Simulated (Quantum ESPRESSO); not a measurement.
Zr6AlMg, different elements on one site, starting from this cell

Simulated, not a measurement. The program is pw.x of Quantum ESPRESSO 7.5 (plane-wave density functional theory). The cell is made up: eight metal atoms on a hexagonal close-packed lattice, with elements, volume, strain and displacements drawn at random and not relaxed, so it may be unstable or far from any real phase. PseudoDojo standard norm-conserving files set the functional (PBE unless stated); there is no spin polarisation or spin-orbit coupling, the Fermi-Dirac width of 0.25 eV means electrons at about 2900 K, and the masses in the input are unused placeholders. Heavy elements are run without spin-orbit coupling, which real alloys of them have. A spin test at this wide smearing found no moment, but such smearing suppresses magnetism that the real alloy may have.

The runs put different elements on site 2. Cell, positions, cutoff, mesh and smearing stay as in the input of run 1; sites are counted in its order. Stress in the tables is positive in tension.

Input of run 1:

```
&control calculation='scf', pseudo_dir='./dojo.nc.sr.pbe.v0_5.standard.upf', outdir='./o', disk_io='minimal', tprnfor=.true., tstress=.true. /
&system ibrav=0, nat=8, ntyp=3, nbnd=60, ecutwfc=84.00895049, nosym=.true., tot_charge=0,
 occupations='smearing', smearing='fd', degauss=0.0183746611
/
&electrons conv_thr=1.470e-08, electron_maxstep=70, mixing_beta=0.5 /
ATOMIC_SPECIES
Al 1.0 Al.upf
Mg 1.0 Mg.upf
Zr 1.0 Zr.upf
CELL_PARAMETERS angstrom
3.1622 0.0108 -0.0286
0.0187 5.4429 0.0265
-0.0933 0.0498 10.2734
ATOMIC_POSITIONS angstrom
Zr 0.0027 -0.1015 0.0343
Al -0.0949 0.1613 5.1453
Zr -0.1642 1.662 2.6313
Zr 0.0438 1.9404 7.6162
Mg 1.4758 2.7756 0.0666
Zr 1.4545 2.8323 5.2113
Zr 1.6736 4.5296 2.5752
Zr 1.5425 4.4419 7.6751
K_POINTS automatic
7 4 3 1 1 1
```

| run | elements on sites 1 to 8 | -TS (eV) | pressure (GPa) | stress xx (GPa) | stress yy (GPa) | stress zz (GPa) | stress yz (GPa) | stress xz (GPa) | stress xy (GPa) | iterations |
| --- | --- | --- | --- | --- | --- | --- | --- | --- | --- | --- |
| 1 | Zr Al Zr Zr Mg Zr Zr Zr | -1.863 | 2.13 | -0.25 | -4.13 | -2.02 | 0.69 | -0.09 | -0.68 | 17 |
| 2 | Zr Ru Zr Zr Mg Zr Zr Zr | -2.100 | -0.92 | 0.47 | 0.61 | 1.68 | -0.17 | -0.01 | -0.60 | 21 |
| 3 | Zr Pd Zr Zr Mg Zr Zr Zr | -2.012 | 0.59 | 0.22 | -1.83 | -0.17 | 0.04 | -0.09 | -0.62 | 21 |
| 4 | Zr Sc Zr Zr Mg Zr Zr Zr | -1.966 | 6.11 | -4.11 | -8.49 | -5.72 | 0.49 | -0.36 | -0.59 | 20 |
| 5 | Zr Ta Zr Zr Mg Zr Zr Zr | -1.989 | 3.20 | -0.95 | -5.24 | -3.40 | 0.34 | -0.27 | -0.53 | 20 |

Forces Fx Fy Fz (eV/Å):

| site | run 1 | run 2 | run 3 | run 4 | run 5 |
| --- | --- | --- | --- | --- | --- |
| 1 | -0.12 0.47 -0.47 | -0.08 0.45 -0.45 | -0.09 0.46 -0.43 | -0.13 0.56 -0.44 | -0.12 0.54 -0.44 |
| 2 | 0.04 -0.28 0.09 | -0.04 0.40 -0.20 | 0.04 -0.11 -0.06 | 0.04 -0.38 0.26 | -0.06 -0.04 0.16 |
| 3 | 0.35 0.64 -0.32 | 0.38 0.16 0.45 | 0.36 0.55 0.03 | 0.40 0.74 -0.46 | 0.39 0.38 -0.15 |
| 4 | -0.35 -1.34 1.14 | -0.34 -1.63 0.81 | -0.37 -1.30 0.98 | -0.33 -1.14 1.18 | -0.26 -1.53 1.05 |
| 5 | 0.21 -0.59 -0.21 | 0.21 -0.60 -0.20 | 0.22 -0.61 -0.21 | 0.21 -0.65 -0.19 | 0.21 -0.62 -0.19 |
| 6 | 0.01 -0.15 -1.04 | -0.02 -0.22 -1.23 | -0.01 -0.06 -1.11 | 0.05 0.04 -1.05 | -0.01 0.01 -1.19 |
| 7 | -0.33 -0.23 1.03 | -0.31 -0.17 1.21 | -0.34 -0.36 0.97 | -0.44 -0.45 0.33 | -0.35 -0.27 0.73 |
| 8 | 0.18 1.48 -0.22 | 0.21 1.62 -0.40 | 0.20 1.43 -0.18 | 0.21 1.28 0.36 | 0.19 1.53 0.04 |

Energies are left out, as each element's file has its own zero. A rerun of one cell of this series at a higher cutoff and on a denser mesh moved values by no more than 0.007 eV in energy, 0.03 GPa in stress and 0.008 eV/Å in force, and a second program with other atomic files agreed on that cell to 2 % rms in force and 0.5 GPa in pressure.